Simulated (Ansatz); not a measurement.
SnBi:
```xyz
2
Lattice="-3.0126 3.0126 1.6086 3.0126 -3.0126 1.6086 3.0126 3.0126 -1.6086" Properties=species:S:1:pos:R:3 pbc="T T T"
Sn     0.0000     0.0000     0.0000
Bi     0.0000     3.0126     0.8043
```

Relaxed with LDA.

Question: Which orbitals make up the states near the Fermi level in plane-wave PAW LDA (Ansatz code)?

Answer: Within 0.5 eV of the Fermi level: Bi 6p 45 %, Sn 5p 39 %, Sn 5s 10 %. Projections are on Löwdin-orthogonalised atomic valence shells; empty p or d shells of many metals are not among them.

Question: Tabulate the density of states.

Answer: States/eV per cell of 2 atoms, in 0.25 eV bins, energy from the Fermi level.

```csv
E (eV),total,Bi 6p,Sn 5p,Sn 5s
-7.85,0.73,0.15,0.05,0.49
-7.60,0.66,0.13,0.06,0.43
-7.35,0.62,0.11,0.06,0.39
-7.10,0.60,0.11,0.06,0.37
-6.85,0.60,0.10,0.06,0.37
-6.60,0.63,0.11,0.06,0.40
-6.35,0.78,0.14,0.06,0.50
-6.10,0.96,0.22,0.06,0.59
-5.85,0.46,0.10,0.03,0.26
-5.60,0.25,0.05,0.02,0.13
-5.35,0.13,0.02,0.01,0.07
-5.10,0.08,0.03,0.02,0.02
-4.85,0.16,0.09,0.08,0.00
-4.60,0.24,0.12,0.11,0.00
-4.35,0.54,0.31,0.21,0.02
-4.10,0.88,0.48,0.33,0.05
-3.85,1.01,0.54,0.37,0.07
-3.60,1.01,0.53,0.37,0.07
-3.35,0.93,0.49,0.35,0.06
-3.10,0.96,0.50,0.37,0.06
-2.85,1.05,0.54,0.41,0.06
-2.60,1.19,0.62,0.47,0.06
-2.35,1.31,0.68,0.53,0.06
-2.10,1.50,0.78,0.60,0.06
-1.85,1.41,0.75,0.54,0.06
-1.60,1.32,0.70,0.50,0.07
-1.35,1.20,0.62,0.45,0.07
-1.10,1.13,0.56,0.43,0.08
-0.85,1.07,0.51,0.41,0.09
-0.60,1.05,0.48,0.41,0.09
-0.35,1.07,0.48,0.42,0.10
-0.10,1.11,0.51,0.41,0.12
0.15,0.90,0.42,0.33,0.09
0.40,0.96,0.41,0.40,0.08
0.65,1.06,0.41,0.47,0.08
0.90,0.96,0.36,0.45,0.07
1.15,1.00,0.37,0.47,0.08
1.40,1.11,0.42,0.53,0.08
1.65,1.09,0.44,0.50,0.07
1.90,0.81,0.33,0.37,0.05
2.15,0.91,0.34,0.42,0.05
2.40,1.14,0.41,0.53,0.05
2.65,1.38,0.48,0.64,0.05
2.90,1.55,0.54,0.72,0.05
3.15,1.93,0.66,0.89,0.05
3.40,1.75,0.63,0.78,0.05
3.65,1.60,0.58,0.66,0.04
3.90,1.41,0.54,0.58,0.03
4.15,1.33,0.51,0.54,0.03
4.40,1.29,0.51,0.50,0.02
4.65,1.21,0.45,0.49,0.02
```

Space group I-4m2. The workflow started from a Materials Project entry (that database holds measured and hypothetical structures alike); the Crystallography Open Database copy checked does not list it. With Sn and Bi taken as one species the cell has the higher symmetry I4_1/amd, so it may be an ordered model of a mixed-site phase. Its standing as an ambient phase is unchecked. Symmetry was held in the LDA relaxation; its stability against distortions is not shown here. Spin–orbit coupling is left out wherever it is not named.

Potentials: the later of the program's two PAW sets.
